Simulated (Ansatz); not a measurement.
ZrGe (rock salt, Fm-3m) at seven volumes, PBE in the plane-wave PAW code Ansatz, scaled uniformly. One row is withheld.

```csv
V (Å³/atom),P (GPa)
18.707,12.55
19.324,?
19.941,3.56
20.557,0.00
21.174,-3.06
21.791,-5.68
22.407,-7.93
```

Task: Fit the shown pressures and predict the withheld one.

Result: P = (3/2)B₀(x^(7/2) − x^(5/2))[1 + (3/4)(B′ − 4)(x − 1)] with x = (V₀/V)^(2/3). Least squares on the six rows gives V₀ = 20.557 Å³/atom, B₀ = 110 GPa, B′ = 4.08. At V = 19.324, x = 1.0421 and P = 7.72 GPa. The run itself gave 7.71 GPa.

A made-up cell: these elements were put on the sites of a structure type; neither database checked (COD, Materials Project) lists it. Whether it is the stable phase at ambient conditions was not checked. The cell was relaxed with PBE under the symmetry of its start; its stability against distortions is not shown here. No spin polarisation was allowed.

Potentials: the later of the program's two PAW sets.
